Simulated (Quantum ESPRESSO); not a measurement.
MgAl3N3O, a curve over strain

A calculation, not a measurement. The program is pw.x of Quantum ESPRESSO 7.5 (plane-wave density functional theory). The cell is made up: 8 atoms on a rocksalt lattice, with randomly drawn elements, strain and displacements, not relaxed. PseudoDojo standard norm-conserving files (v0.5 for PBE, v0.4.1 for LDA and PBEsol) set the functional; there is no spin polarisation, spin-orbit coupling or dispersion term, and the masses in the input are unused placeholders.

Seven runs add a strain to one cell (the same along x and y); the atoms follow the cell and are not relaxed. Stress in the table is positive in tension.

Input of the run at +0.0043:

```
&control calculation='scf', pseudo_dir='./dojo.nc.sr.pbe.v0_5.standard.upf', outdir='./o', disk_io='low', tprnfor=.true., tstress=.true. /
&system ibrav=0, nat=8, ntyp=4, nbnd=26, ecutwfc=84.00895049, nosym=.true., tot_charge=0,
 occupations='smearing', smearing='fd', degauss=0.0018374661
/
&electrons conv_thr=7.350e-09, electron_maxstep=60, /
ATOMIC_SPECIES
Al 1.0 Al.upf
Mg 1.0 Mg.upf
N 1.0 N.upf
O 1.0 O.upf
CELL_PARAMETERS angstrom
4.2702 0.0057 -0.0037
0.0057 4.2399 0.0092
-0.0037 0.0092 4.2602
ATOMIC_POSITIONS angstrom
Mg 0.0372 -0.1177 -0.111
Al -0.0144 2.1579 2.1658
Al 2.176 0.0106 2.0864
Al 2.2009 2.1514 0.011
N 2.1459 0.1082 -0.002
O 2.0778 2.1296 2.1244
N 4.2282 0.141 2.1625
N 4.2535 2.0585 0.0942
K_POINTS automatic
4 4 4 1 1 1
```

| added strain | free energy less that of the input shown (eV) | stress xx (GPa) | stress yy (GPa) | stress zz (GPa) | stress xy (GPa) | pressure (GPa) | next band up at Gamma (eV) | iterations |
| --- | --- | --- | --- | --- | --- | --- | --- | --- |
| -0.0169 | -0.2231 | 6.96 | 6.54 | 8.95 | 0.18 | -7.48 | 1.709 | 11 |
| -0.0062 | -0.1322 | 11.33 | 11.13 | 11.30 | 0.21 | -11.26 | 1.513 | 12 |
| +0.0043 | 0.0000 | 15.04 | 15.03 | 13.50 | 0.22 | -14.53 | 1.328 | 11 |
| +0.0113 | 0.1083 | 17.22 | 17.32 | 14.90 | 0.24 | -16.48 | 1.208 | 11 |
| +0.0170 | 0.2083 | 18.83 | 19.01 | 16.01 | 0.24 | -17.95 | 1.112 | 11 |
| +0.0213 | 0.2897 | 19.94 | 20.19 | 16.81 | 0.24 | -18.98 | 1.040 | 12 |

Question: one run is left out of the table, at +0.0086. Estimate its stress xx (GPa).

Answer: 16.41. The whole row:

| added strain | free energy less that of the input shown (eV) | stress xx (GPa) | stress yy (GPa) | stress zz (GPa) | stress xy (GPa) | pressure (GPa) | next band up at Gamma (eV) | iterations |
| --- | --- | --- | --- | --- | --- | --- | --- | --- |
| +0.0086 | 0.0647 | 16.41 | 16.46 | 14.37 | 0.22 | -15.74 | 1.254 | 11 |

A cubic fit gives a slope of stress xx against the added strain of 348 GPa at zero added strain, with the atoms clamped. Across the table the free energy follows the integral of the stress to within 1.0 meV. A rerun of one of the cells at 1437 eV and a 6 x 6 x 6 mesh moved values by no more than 0.004 eV in energy, 0.02 GPa in stress and 0.004 eV/Å in force. The band column is the level of band 21 at Gamma less that of band 20, whose number is half the electron count, rounded up; it comes from a band step after each run.